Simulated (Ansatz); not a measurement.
Input, command and steps of an Ansatz relaxation.

```yaml
crystal:
  lattice:
    - [4.1888017831, 0.0, 0.0]
    - [0.0, 4.1888017831, 0.0]
    - [0.0, 0.0, 4.1888017831]
  atoms:
    - { symbol: Ca, position: [0.5, 0.5, 0.5] }
    - { symbol: B, position: [0.0, 0.0, 0.2982058821] }
    - { symbol: B, position: [0.0, 0.0, 0.7017941179] }
    - { symbol: B, position: [0.2982058821, 0.0, 0.0] }
    - { symbol: B, position: [0.7017941179, 0.0, 0.0] }
    - { symbol: B, position: [0.0, 0.2982058821, 0.0] }
    - { symbol: B, position: [0.0, 0.7017941179, 0.0] }
basis:
  ecutwfc: 420
kpoints:
  mp_grid: { grid: [8, 8, 8] }
hamiltonian:
  xc: pbe
scf:
  occupations: { method: gaussian, width: 0.01 }
output:
  forces: true
  stress: true
  eigenvalues: true
relax:
  adjacent_minimum: "off"
  f_tol: 0.01
  max_steps: 30
```

```bash
ansatz run input.yaml --threads 2 --pin off --max-ram 5120MiB --backend cpu --events-out ev --progress --plain --runs-dir out
```

Theory: Ansatz 0.2.0, DFT PBE, scalar-relativistic, plane waves, PAW.

The volume is held at 1.03 times that of the relaxed cell.

Of 4 frames 3 are shown, positions in Å and forces in eV/Å; the SCF threshold varies from step to step.

```xyz
7
Lattice="4.1888 0.0000 0.0000 0.0000 4.1888 0.0000 0.0000 0.0000 4.1888" Properties=species:S:1:pos:R:3:forces:R:3 pbc="T T T" step=1 free_energy_over_end_meV_per_atom=0.14
Ca    2.0944    2.0944    2.0944    0.0000    0.0000    0.0000
B     0.0000    0.0000    1.2491    0.0000    0.0000   -0.1407
B     0.0000    0.0000    2.9397    0.0000    0.0000    0.1407
B     1.2491    0.0000    0.0000   -0.1407    0.0000    0.0000
B     2.9397    0.0000    0.0000    0.1407    0.0000    0.0000
B     0.0000    1.2491    0.0000    0.0000   -0.1407    0.0000
B     0.0000    2.9397    0.0000    0.0000    0.1407    0.0000
7
Lattice="4.1888 0.0000 0.0000 0.0000 4.1888 0.0000 0.0000 0.0000 4.1888" Properties=species:S:1:pos:R:3:forces:R:3 pbc="T T T" step=2 free_energy_over_end_meV_per_atom=0.04
Ca    2.0944    2.0944    2.0944    0.0000    0.0000    0.0000
B     0.0000    0.0000    1.2480    0.0000    0.0000   -0.0761
B     0.0000    0.0000    2.9408    0.0000    0.0000    0.0761
B     1.2480    0.0000    0.0000   -0.0761    0.0000    0.0000
B     2.9408    0.0000    0.0000    0.0761    0.0000    0.0000
B     0.0000    1.2480    0.0000    0.0000   -0.0761    0.0000
B     0.0000    2.9408    0.0000    0.0000    0.0761    0.0000
7
Lattice="4.1888 0.0000 0.0000 0.0000 4.1888 0.0000 0.0000 0.0000 4.1888" Properties=species:S:1:pos:R:3:forces:R:3 pbc="T T T" step=4 free_energy_over_end_meV_per_atom=0.00
Ca    2.0944    2.0944    2.0944    0.0000    0.0000    0.0000
B     0.0000    0.0000    1.2468    0.0000    0.0000    0.0000
B     0.0000    0.0000    2.9420    0.0000    0.0000    0.0000
B     1.2468    0.0000    0.0000    0.0000    0.0000    0.0000
B     2.9420    0.0000    0.0000    0.0000    0.0000    0.0000
B     0.0000    1.2468    0.0000    0.0000    0.0000    0.0000
B     0.0000    2.9420    0.0000    0.0000    0.0000    0.0000
```

Time: 4.9 s on 2 threads of Oxide Virtual Turin-like Processor (Zen 5), with other jobs on the host, peak memory 0.39 GiB.